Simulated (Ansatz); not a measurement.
SiO2:
```
CELL_PARAMETERS angstrom
     -2.62367     4.75377     4.45166
      2.62367    -4.75377     4.45166
      2.62367     4.75377    -4.45166
ATOMIC_POSITIONS crystal
  Si 0.92771 0.84421 0.08350
  Si 0.07229 0.15579 0.91650
  Si 0.26072 0.84421 0.41650
  Si 0.73928 0.15579 0.58350
  O  0.12807 0.87807 0.25000
  O  0.87193 0.12193 0.75000
  O  0.79062 0.50000 0.79062
  O  0.20938 0.50000 0.20938
  O  0.20938 0.00000 0.70938
  O  0.79062 0.00000 0.29062
  O  0.00000 0.00000 0.00000
  O  0.50000 0.00000 0.50000
```

Relaxed with r²SCAN. Special points in fractions of this cell's reciprocal vectors: Γ (0.000, 0.000, 0.000); X (0.500, -0.500, 0.500); F0 (0.326, -0.326, 0.674); Σ0 (-0.326, 0.326, 0.326); Λ0 (0.469, 0.469, -0.469); G0 (0.531, -0.469, 0.469); R (0.000, 0.500, 0.000); W (0.250, 0.250, 0.250); S (0.500, 0.000, 0.000); T (0.000, 0.000, 0.500).

**Question.** List the band energies nearest the valence-band maximum at these points for r²SCAN (plane waves, PAW; program Ansatz).

**Answer.** In eV from the valence-band maximum; about four levels below and three above (degenerate sets whole), none deeper than 8.9 eV; points with the same levels are listed once.

| k | below | above |
|---|---|---|
| Γ | -1.04 -0.72 -0.44 0.00 | 6.18 9.12 9.72 |
| X | -0.58 -0.25 -0.24 -0.02 | 8.14 8.33 8.45 |
| F0 | -1.22 -0.57 -0.50 -0.20 | 8.69 8.81 9.10 |
| Λ0 | -0.58 -0.26 -0.24 -0.03 | 8.10 8.34 8.36 |
| R | -0.87 -0.83 -0.76 -0.22 | 8.44 8.52 9.10 |
| W | -0.86 -0.86 -0.43 -0.43 | 8.68 8.68 8.94 8.94 |
| S | -0.56 -0.55 -0.31 -0.16 | 7.19 7.64 9.52 |
| T | -0.96 -0.96 -0.42 -0.42 | 8.39 8.39 9.80 9.80 |

Space group Imma. The first step of the workflow began from a Materials Project structure, measured or hypothetical; the Crystallography Open Database copy checked does not list it. It is not the phase usual at ambient conditions (space group No. 92, 152, 154). Symmetry was held in the r²SCAN relaxation. At this level the phase is dynamically unstable (imaginary phonons).

Potentials: the earlier of the program's two PAW sets.
